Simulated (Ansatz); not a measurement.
NbC₂:
```
CELL_PARAMETERS angstrom
     -1.60165     1.60165     2.93688
      1.60165    -1.60165     2.93688
      1.60165     1.60165    -2.93688
ATOMIC_POSITIONS crystal
  Nb 0.00000 0.00000 0.00000
  C  0.61508 0.61508 0.00000
  C  0.38492 0.38492 0.00000
```

Relaxed with r²SCAN. Special points in fractions of this cell's reciprocal vectors: Γ (0.000, 0.000, 0.000); X (0.000, 0.000, 0.500); P (0.250, 0.250, 0.250); N (0.000, 0.500, 0.000); M (0.500, 0.500, -0.500); S (0.324, 0.676, -0.324); S0 (-0.324, 0.324, 0.324); R (-0.149, 0.149, 0.500); G (0.500, 0.500, -0.149).

List the band energies nearest the Fermi level at these points for r²SCAN (plane waves, PAW; program Ansatz).

In eV from the Fermi level; about four levels below and three above (degenerate sets whole), none deeper than 8.9 eV; … stands for higher levels left out; points with the same levels are listed once.

| k | below | above |
|---|---|---|
| Γ | -3.34 -3.34 -2.92 -2.92 -2.74 | 0.52 2.10 … |
| X | -5.88 -5.49 -4.54 -0.69 | 2.75 2.76 4.67 |
| P | -6.55 -6.55 -3.49 -2.50 -2.50 | 2.76 3.08 3.28 |
| N | -7.43 -6.73 -4.69 | 0.61 0.90 1.69 |
| M | -4.62 -4.62 -3.64 -3.29 | 0.93 1.07 1.07 |
| S | -8.01 -6.42 -4.65 | 0.43 1.08 1.59 |
| R | -6.23 -4.99 -3.14 -0.38 | 2.03 3.52 5.11 |

Space group I4/mmm (MoSi2 or CaC2 type). The start of the workflow was typed in or built on a structure type; neither database checked (COD, Materials Project) lists it. Its standing as an ambient phase is unchecked. The r²SCAN relaxation kept the symmetry of its start; its stability against distortions is not shown here. No spin polarisation was allowed. The volume moved by -28 % from the start of the relaxation. Its formation energy is positive at this level, so the cell may be metastable or incomplete. Spin–orbit coupling is left out wherever it is not named.

Potentials: the later of the program's two PAW sets.
